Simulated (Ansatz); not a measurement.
B2Ir:
```yaml
crystal:
  lattice:
    - [3.06881, 0.00000, 0.00000]
    - [-1.53441, 2.65767, 0.00000]
    - [0.00000, 0.00000, 7.05343]
  atoms:
    - { symbol: Ir, position: [0.66667, 0.33333, 0.75000] }
    - { symbol: Ir, position: [0.33333, 0.66667, 0.25000] }
    - { symbol: B, position: [0.66667, 0.33333, 0.44088] }
    - { symbol: B, position: [0.33333, 0.66667, 0.55912] }
    - { symbol: B, position: [0.33333, 0.66667, 0.94088] }
    - { symbol: B, position: [0.66667, 0.33333, 0.05912] }
```

Relaxed with PBE in the plane-wave PAW code Ansatz. Indices refer to the conventional cell of P6_3/mmc, a = b = 3.0688 Å, c = 7.0534 Å, α = β = 90.00°, γ = 120.00°.

**Question.** Simulate the powder diffraction pattern (Co Kα, λ = 1.79026 Å; lines above 1 %) up to 2θ = 90°.

**Answer.** Simulated powder pattern, Co Kα, λ = 1.79026 Å (kinematic, ideal powder, no thermal factors, no anomalous dispersion; the 30 strongest lines at most, above 1 %, up to 2θ = 90°):

```csv
2θ (°),d (Å),I/Imax (%),hkl
29.41,3.527,51,(0002)
39.37,2.658,25,(1 0 -1 0)
42.19,2.487,100,(1 0 -1 1)
49.89,2.122,20,(1 0 -1 2)
61.01,1.763,8.5,(0004)
61.10,1.761,43,(1 0 -1 3)
71.38,1.534,19,(1 1 -2 0)
75.06,1.469,7.3,(1 0 -1 4)
79.02,1.407,23,(1 1 -2 2)
84.69,1.329,3.1,(2 0 -2 0)
86.55,1.306,15,(2 0 -2 1)
```

The start of the workflow was typed in or built on a structure type; neither database checked (COD, Materials Project) lists it. Its standing as an ambient phase is unchecked. The cell was relaxed with PBE under the symmetry of its start; whether a distortion lowers the energy is not shown. The run is not spin-polarised. Spin–orbit coupling is left out wherever it is not named.

Potentials: the earlier of the program's two PAW sets.
